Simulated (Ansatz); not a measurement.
GaBi (rock salt, Fm-3m), DFT-PBE in the program Ansatz with PAW potentials, all energies at zero smearing, with the estimated change up to a 700 eV cutoff added, with one set of potentials and settings (totals compare only within such a set). Cell of 2 atoms (1 Ga, 1 Bi): -16179.343 eV.

| element | reference phase | E (eV/atom) |
|---|---|---|
| Ga | Cmce, 4 atoms in the cell | -3783.0209 |
| Bi | R-3m, 2 atoms in the cell | -12396.5536 |

Formation energy per atom, worked out: (-16179.343 − 1×(-3783.0209) − 1×(-12396.5536))/2 = 0.116 eV/atom (11 kJ per mol of atoms), at 0 K, without zero-point energy or fitted corrections.

The cell is a constructed one: a structure type filled with these elements; neither database checked (COD, Materials Project) lists it. Whether it is the stable phase at ambient conditions was not checked. The cell was relaxed with PBE under the symmetry of its start; whether a distortion lowers the energy is not shown. The references are the lowest solids computed at this level, not always the standard phases. Scalar-relativistic: spin–orbit coupling is off unless named, which matters more the heavier the elements.

Potentials: the later of the program's two PAW sets.
